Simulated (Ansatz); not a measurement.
Starting cell, In$_{2}$Si$_{2}$O$_{7}$ (space group C2/m):

```
In2Si2O7
1.0
    3.28273    -4.27851     0.00000
    3.28273     4.27851     0.00000
   -1.01619     0.00000     4.57490
In Si O
2 2 7
Cartesian
  3.28273   1.65109   0.00000
  3.28273  -1.65109   0.00000
  1.04571   0.00000   1.87847
  4.50356   0.00000   2.69643
  4.21917  -1.34664   3.57212
  1.33010   1.34664   1.00278
  1.33010  -1.34664   1.00278
  4.21917   1.34664   3.57212
 -0.50810   0.00000   2.28745
  3.69875   0.00000   1.28874
  1.85052   0.00000   3.28616
```

A phonon eigenvector at Γ is frozen into this cell: atom i moves by Q times the vector below, so Q is the largest atomic displacement, in Å. The cell is held.

```tsv
atom	x	y	z
In1	-0.237	0.000	-0.395
In2	-0.237	0.000	-0.395
Si3	0.671	0.000	0.153
Si4	0.671	0.000	0.153
O5	0.242	0.522	0.818
O6	0.242	0.522	0.818
O7	0.242	-0.522	0.818
O8	0.242	-0.522	0.818
O9	0.628	0.000	0.504
O10	-0.275	0.000	0.676
O11	-0.275	0.000	0.676
```

These are LDA (plane waves to 420 eV, PAW, scalar-relativistic; Ansatz, a program for electronic structure) values and carry that method's errors. k mesh 5×5×6 (Γ-centred), Fermi-Dirac smearing 0.05 eV. In2Si2O7 was relaxed with its symmetry unable to fall.

At one point of the scan the forces (eV/Å) are:

```json
[
 {"atom": "In1", "Fx": "-0.345", "Fy": "0.012", "Fz": "-0.574"},
 {"atom": "In2", "Fx": "-0.345", "Fy": "-0.012", "Fz": "-0.574"},
 {"atom": "Si3", "Fx": "0.276", "Fy": "0.000", "Fz": "0.053"},
 {"atom": "Si4", "Fx": "0.203", "Fy": "0.000", "Fz": "0.054"},
 {"atom": "O5", "Fx": "0.044", "Fy": "0.120", "Fz": "0.160"},
 {"atom": "O6", "Fx": "0.054", "Fy": "0.093", "Fz": "0.171"},
 {"atom": "O7", "Fx": "0.054", "Fy": "-0.093", "Fz": "0.171"},
 {"atom": "O8", "Fx": "0.044", "Fy": "-0.120", "Fz": "0.160"},
 {"atom": "O9", "Fx": "0.128", "Fy": "0.000", "Fz": "0.103"},
 {"atom": "O10", "Fx": "-0.044", "Fy": "0.000", "Fz": "0.166"},
 {"atom": "O11", "Fx": "-0.067", "Fy": "0.000", "Fz": "0.109"}
]
```

### Question
Which point is it?
(A) Q = -0.083 Å
(B) Q = -0.033 Å
(C) Q = -0.067 Å
(D) Q = -0.050 Å

### Answer
D, Q = -0.050 Å

(A displaced cell: forces are minus the slopes of the energy, force constants its curvatures, and phonons follow from these.)
